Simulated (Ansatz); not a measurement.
According to r²SCAN (plane waves, PAW; program Ansatz), FeLi2Nb4O12 in the triclinic phase (P1; Pearson symbol aP19) relaxes to a = 5.177 Å, b = 5.515 Å, c = 8.983 Å, α = 105.9°, β = 90.0°, γ = 117.9°. Against the elements it lies at -2.64 eV/atom, with no fitted shifts.

The Kohn–Sham gap is 0.60 eV (indirect). The electron mass is 0.82, 1.5, 10 mₑ (principal values). The hole mass is 2.0, 4.1, 10 mₑ (principal values). The magnetic state found is ferromagnetic. The net moment is 0.21 μB per atom.

Bader charges are Fe +1.53, Li +0.91, Nb +2.84 to +2.90, O -1.30 to -1.15 e.

The start of the workflow was typed in or built on a structure type; neither database checked (COD, Materials Project) lists it. Whether it is the stable phase at ambient conditions was not checked. The cell was relaxed with r²SCAN; whether a distortion lowers the energy is not shown. Spin order of the final state: ferromagnetic, the only order run, not a proven ground state. Other orbital occupations within this spin state were not tried. No Hubbard U is applied. The references are the lowest solids computed at this level, not always the standard phases (solids in place of the gases). Spin–orbit coupling is left out wherever it is not named.

Potentials: the later of the program's two PAW sets.
